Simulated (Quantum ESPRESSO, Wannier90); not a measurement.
# Wannier functions of HgS (P3₂21)

Materials Project entry mp-9252; symmetrised, unrelaxed at this level. COD (Crystallography Open Database) has the formula in 4 space groups, this one among them (matched by group alone). Computed values, not measurements, from PBE: Quantum ESPRESSO (norm-conserving PseudoDojo potentials, cutoff 53 Ry, no spin polarisation, no spin-orbit coupling) on a Γ-centred 6×6×4 mesh, then Wannier90. Density: 12×12×4 mesh, cold smearing 0.01 Ry. The cell is built of weakly bound layers, chains or molecules, whose nearest atoms lie 3.41 Å apart. Database cells relaxed without dispersion often hold them too far apart, which can enlarge gaps and weakens couplings between them; spacing and stacking were not compared with the measured crystal. Spin-orbit coupling is left out although heavy elements are present.

```
begin unit_cell_cart
ang
    4.4307098195    0.0000000000    0.0000000000
   -2.2153549098    3.8371072605    0.0000000000
    0.0000000000    0.0000000000    9.7455900000
end unit_cell_cart
mp_grid = 6 6 4
```

Question: Which shells of neighbouring k-points and which b-vectors and weights does Wannier90 pick for this cell and mesh?

Answer: 
```
 *---------------------------------- K-MESH ----------------------------------*
 +----------------------------------------------------------------------------+
 |                    Distance to Nearest-Neighbour Shells                    |
 |                    ------------------------------------                    |
 |          Shell             Distance (Ang^-1)          Multiplicity         |
 |          -----             -----------------          ------------         |
 |             1                   0.161180                      2            |
 |             2                   0.272913                      6            |
 |             3                   0.316955                     12            |
 |             4                   0.322360                      2            |
 |             5                   0.422372                     12            |
 |             6                   0.472700                      6            |
 |             7                   0.483541                      2            |
 |             8                   0.499424                     12            |
       ... (lines left out)
 +----------------------------------------------------------------------------+
 | The b-vectors are chosen automatically                                     |
 | The following shells are used:                       1,  2                 |
 +----------------------------------------------------------------------------+
 |                        Shell   # Nearest-Neighbours                        |
 |                        -----   --------------------                        |
 |                          1               2                                 |
 |                          2               6                                 |
 +----------------------------------------------------------------------------+
 | Completeness relation is fully satisfied [Eq. (B1), PRB 56, 12847 (1997)]  |
 +----------------------------------------------------------------------------+
 |                  b_k Vectors (Ang^-1) and Weights (Ang^2)                  |
 |                  ----------------------------------------                  |
 |            No.         b_k(x)      b_k(y)      b_k(z)        w_b           |
 |            ---        --------------------------------     --------        |
 |             1         0.000000    0.000000    0.161180    19.246268        |
 |             2         0.000000    0.000000   -0.161180    19.246268        |
 |             3         0.000000    0.272913    0.000000     4.475375        |
 |             4         0.236350    0.136457    0.000000     4.475375        |
 |             5         0.000000   -0.272913    0.000000     4.475375        |
 |             6         0.236350   -0.136457    0.000000     4.475375        |
 |             7        -0.236350   -0.136457    0.000000     4.475375        |
 |             8        -0.236350    0.136457    0.000000     4.475375        |
```
